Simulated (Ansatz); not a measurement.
Profile along the Ni–Si line in NiSi2 (fluorite type, space group Fm-3m)

NiSi$_{2}$ (fluorite type, space group Fm-3m)

```cif
data_Ni4Si8
_chemical_formula_sum 'Ni4 Si8'
_space_group_name_H-M_alt 'Fm-3m'
_space_group_IT_number 225
_space_group_name_Hall '-F 4 2 3'
_cell_length_a 5.38699
_cell_length_b 5.38699
_cell_length_c 5.38699
_cell_angle_alpha 90.000
_cell_angle_beta 90.000
_cell_angle_gamma 90.000
loop_
_atom_site_label
_atom_site_type_symbol
_atom_site_symmetry_multiplicity
_atom_site_Wyckoff_symbol
_atom_site_fract_x
_atom_site_fract_y
_atom_site_fract_z
_atom_site_occupancy
Ni1 Ni 4 a 0.00000 0.00000 0.00000 1
Si1 Si 8 c 0.25000 0.25000 0.25000 1
```
(The calculation used a cell of 3 atoms; values per cell refer to that cell.)

Fields along a shortest Ni–Si line of a {110} plane (2.33 Å), from Ni to Si, interpolated on the slice's grid (step about 0.3 Å). Method: r2SCAN (plane waves to 500 eV, PAW, scalar-relativistic; Ansatz, a quantum-chemistry and plane-wave program). k mesh 15×15×15. Inside the PAW spheres the values are not all-electron values, and peaks at nuclei hang on which shells count as valence. NiSi2 is run without spin polarisation. NiSi2 was relaxed with its symmetry unable to fall.

```csv
distance from Ni (Å),valence electron density (e/Å³),electron localisation function
0.00,60.64,x
0.12,53.08,x
0.23,36.37,x
0.35,20.33,x
0.47,9.79,x
0.58,4.35,0.30
0.70,1.96,0.23
0.82,1.01,0.20
0.93,0.64,0.24
1.05,0.51,0.36
1.17,0.48,0.53
1.28,0.48,0.69
1.40,0.49,0.75
1.51,0.48,0.75
1.63,0.45,0.68
1.75,0.37,0.53
1.86,0.26,x
1.98,0.16,x
2.10,0.09,x
2.21,0.05,x
2.33,0.04,x
```

x: too close to a nucleus for the ELF to mean much.

Density on the Ni–Si line (2.33 Å) at its midpoint: 0.48 e/Å³. ELF at that point: 0.5. ELF maximum in the middle third of the Ni–Si line: 0.75, 1.5 Å from Ni.
